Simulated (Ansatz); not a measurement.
## Squeezing Ta (bcc type)

```
CELL_PARAMETERS angstrom
-1.62661 1.62661 1.62661
1.62661 -1.62661 1.62661
1.62661 1.62661 -1.62661
ATOMIC_POSITIONS crystal
Ta 0.00000 0.00000 0.00000
```

The cell comes from a relaxation on PAW files under the same functional.

Its volume is scaled at fixed shape and fractional positions.

Computed with Ansatz 0.2.0; functional LDA, scalar-relativistic. Settings: a Γ-centred 18×18×18 k mesh, Fermi–Dirac smearing of 0.08 eV, no spin polarisation. Methods: LAPW: all electrons, basis error target 1 meV/atom; PAW: frozen-core files, cutoff 420 eV; crystal datasets: all electrons, by PAW datasets that the program makes for each cell; norm-conserving: pseudopotentials, cutoff 789 eV; PAW (cutoff 250 eV): frozen-core files, cutoff 250 eV.

Energies are extrapolated to zero smearing and count from the unscaled cell; pressure is positive in compression; gaps take the mesh and a band path. No temperature or zero-point motion is included.

Spin–orbit coupling is left out, which matters for the heavy atoms. The PAW files were made under PBE.

| V/V0 | V (Å³/atom) | P LAPW (GPa) | ΔE LAPW (eV/atom) | P PAW − LAPW (GPa) | ΔE PAW − LAPW (meV/atom) |
| --- | --- | --- | --- | --- | --- |
| 1.00 | 17.22 | -0.20 | 0.000 | 0.19 | 0.0 |
| 0.94 | 16.18 | 14.89 | 0.044 | 0.38 | 1.8 |
| 0.88 | 15.15 | 35.0 | 0.202 | 0.65 | 5.1 |
| 0.80 | 13.77 | 72.9 | 0.655 | 1.24 | 13.0 |
| 0.72 | 12.39 | 128.9 | 1.502 | 2.24 | 27.7 |
| 0.64 | 11.02 | ? | ? | ? | ? |
| 0.55 | 9.47 | 402.0 | 5.880 | 8.07 | 110.0 |
| 0.45 | 7.75 | 810.1 | 12.091 | 17.50 | 239.6 |

**Question.** Fit the Vinet equation to the LAPW pressures shown (residuals weighted by 1/(|P| + 0.03·Pmax)), and predict the pressure of the withheld row.

**Answer.** The fit gives V0 = 17.23 Å³/atom, B0 = 200 GPa and B0′ = 4.42. At 11.02 Å³/atom, x = (V/V0)^(1/3) = 0.8616, and P = 3·B0·(1 − x)/x²·exp[1.5·(B0′ − 1)·(1 − x)] = 227.7 GPa. The run itself gave 220.0 GPa (+3.5 % off) and ΔE = 2.965 eV/atom.

**Question.** At the smallest volume, how far do crystal datasets and norm-conserving and PAW (cutoff 250 eV) lie from LAPW in pressure?

**Answer.** crystal datasets: 0.00 GPa; norm-conserving: -22.14 GPa; PAW (cutoff 250 eV): +22.02 GPa, on a LAPW pressure of 810.1 GPa.

**Question.** How do the Löwdin populations by LAPW change from the unscaled cell to the last row?

**Answer.** Ta 5s 1.95 → 1.83, Ta 6s 0.82 → 0.45, Ta 5p 5.98 → 5.78, Ta 5d 4.20 → 4.94 electrons an atom. These are projections on the shells that the free atoms fill; 0.06 e a cell lies outside them at the start and 0.04 e at the end.
